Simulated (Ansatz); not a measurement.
YAl$_{2}$:
```
YAl2
1.0
    0.00000     3.86863     3.86863
    3.86863     0.00000     3.86863
    3.86863     3.86863     0.00000
Y Al
2 4
Cartesian
  1.93432   1.93432   1.93432
  0.00000   0.00000   0.00000
  2.90148   4.83579   2.90148
  4.83579   4.83579   4.83579
  4.83579   2.90148   2.90148
  2.90148   2.90148   4.83579
```

Relaxed with LDA. Special points in fractions of this cell's reciprocal vectors: Γ (0.000, 0.000, 0.000); X (0.500, 0.000, 0.500); U (0.625, 0.250, 0.625); K (0.375, 0.375, 0.750); L (0.500, 0.500, 0.500); W (0.500, 0.250, 0.750).

Question: List the band energies nearest the Fermi level at these points for DFT-LDA in the program Ansatz with PAW potentials.

Answer: In eV from the Fermi level; about four levels below and three above (degenerate sets whole), none deeper than 8.9 eV; points with the same levels are listed once.

```csv
k,below,above
Γ,-2.33 -2.33 -2.33 -2.05 -2.05,0.72 2.72 2.72 2.72
X,-3.75 -3.75 -3.28 -3.28,0.07 0.07 0.76 0.76
U,-2.88 -1.60 -0.85 -0.66,0.00 0.86 0.97
L,-1.63 -1.63 -0.25 -0.08 -0.08,1.99 1.99 2.19
W,-1.73 -1.73 -1.19 -1.19,0.41 0.41 1.25 1.25
```

Space group Fd-3m (cubic Laves (MgCu2 type)). The workflow started from a Materials Project entry (that database holds measured and hypothetical structures alike); the Crystallography Open Database copy checked does not list it. Its standing as an ambient phase is unchecked. Symmetry was held in the LDA relaxation; whether a distortion lowers the energy is not shown. The run is not spin-polarised. Spin–orbit coupling is left out wherever it is not named.

Potentials: the later of the program's two PAW sets.
